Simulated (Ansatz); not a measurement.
HfO₂:
```
CELL_PARAMETERS angstrom
      4.83816     0.00000     0.00000
      0.00000     4.83816     0.00000
      0.00000     0.00000     3.22031
ATOMIC_POSITIONS crystal
  Hf 0.00000 0.00000 0.00000
  Hf 0.50000 0.50000 0.50000
  O  0.19492 0.80508 0.50000
  O  0.80508 0.19492 0.50000
  O  0.69492 0.69492 0.00000
  O  0.30508 0.30508 0.00000
```

Plane-wave PAW r²SCAN (Ansatz code) gives a gap of 4.53 eV without spin–orbit coupling, maximum at Γ, minimum at Γ.

**Question.** What happens when spin–orbit coupling is switched on?

**Answer.** The gap falls by 0.01 eV, to 4.52 eV; maximum at Γ, minimum at Γ.

**Question.** Give the electron effective mass with spin–orbit coupling.

**Answer.** 0.67, 0.84, 0.84 mₑ (principal values).

**Question.** Give the hole effective mass with spin–orbit coupling.

**Answer.** 2.0, 2.0, 2.3 mₑ (principal values).

Space group P4_2/mnm (rutile). The first step of the workflow began from a Materials Project structure, measured or hypothetical; the Crystallography Open Database copy checked does not list it. It is not the phase usual at ambient conditions (space group No. 14, 29). The r²SCAN relaxation kept the symmetry of its start; whether a distortion lowers the energy is not shown. The run is not spin-polarised.

Potentials: the later of the program's two PAW sets.
